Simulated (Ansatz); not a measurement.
Ag:
```
CELL_PARAMETERS angstrom
      0.00000     2.03633     2.03633
      2.03633     0.00000     2.03633
      2.03633     2.03633     0.00000
ATOMIC_POSITIONS crystal
  Ag 0.00000 0.00000 0.00000
```

Relaxed with PBE+D3(BJ). Special points in fractions of this cell's reciprocal vectors: Γ (0.000, 0.000, 0.000); X (0.500, 0.000, 0.500); U (0.625, 0.250, 0.625); K (0.375, 0.375, 0.750); L (0.500, 0.500, 0.500); W (0.500, 0.250, 0.750).

### Question
List the band energies nearest the Fermi level at these points for PBE+D3(BJ) in the plane-wave PAW code Ansatz.

### Answer
In eV from the Fermi level; about four levels below and three above (degenerate sets whole), none deeper than 8.9 eV; … stands for higher levels left out; points with the same levels are listed once.

```json
[
 {"k": "Γ", "below": "-4.93 -4.93 -4.93 -3.88 -3.88", "above": "15.79 …"},
 {"k": "X", "below": "-6.46 -3.10 -2.85 -2.85", "above": "1.47 6.71 …"},
 {"k": "U", "below": "-5.73 -4.21 -3.65 -3.14", "above": "4.21 5.18 …"},
 {"k": "L", "below": "-4.96 -4.96 -3.07 -3.07 -0.55", "above": "3.55 …"},
 {"k": "W", "below": "-5.22 -5.22 -3.87 -2.85", "above": "5.88 5.88 …"}
]
```

Space group Fm-3m (fcc (Cu type)). The cell was relaxed with PBE+D3(BJ) under the symmetry of its start. No spin polarisation was allowed. The pairwise dispersion correction was not fitted to metals. Scalar-relativistic: spin–orbit coupling is off unless named, which matters more the heavier the elements.

Potentials: the later of the program's two PAW sets.
